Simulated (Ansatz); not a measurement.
BP:
```xyz
4
Lattice="3.1584 0.0000 0.0000 -1.5792 2.7353 0.0000 0.0000 0.0000 5.2416" Properties=species:S:1:pos:R:3 pbc="T T T"
B      1.5792     0.9118     2.6233
B      0.0000     1.8235     0.0025
P      1.5792     0.9118     4.5839
P      0.0000     1.8235     1.9631
```

Relaxed with LDA.

Problem. Give the optical modes at the zone centre with their infrared and Raman activity from DFPT, the program Ansatz at the LDA level (PAW).

Solution. Transverse frequencies, without the LO–TO term; a row sums one degenerate level.

```csv
ω (cm⁻¹),degeneracy,IR ((D/Å)²/amu),Raman (Å⁴/amu),activity,symmetry
213,2,0.00,3.3,Raman,E2
519,1,0.00,0,silent,B1
775,1,0.00,0,silent,B1
780,2,0.00,210,Raman,E2
807,1,2.55,570,IR+Raman,A1
818,2,5.04,140,IR+Raman,E1
```

Problem. How high does the top mode go among those that the LO–TO term moves?

Solution. 826 cm⁻¹ for q along x, 826 cm⁻¹ for q along y, 815 cm⁻¹ for q along z.

Space group P6_3mc (wurtzite). The first step of the workflow began from a Materials Project structure, measured or hypothetical; the Crystallography Open Database copy checked does not list it. It is not the phase usual at ambient conditions (space group No. 216). The cell was relaxed with LDA under the symmetry of its start; its stability against distortions is not shown here.

Potentials: the earlier of the program's two PAW sets. The files were generated under PBE; for other functionals the program regenerates the frozen cores, and for LDA and PBEsol the local potential too.
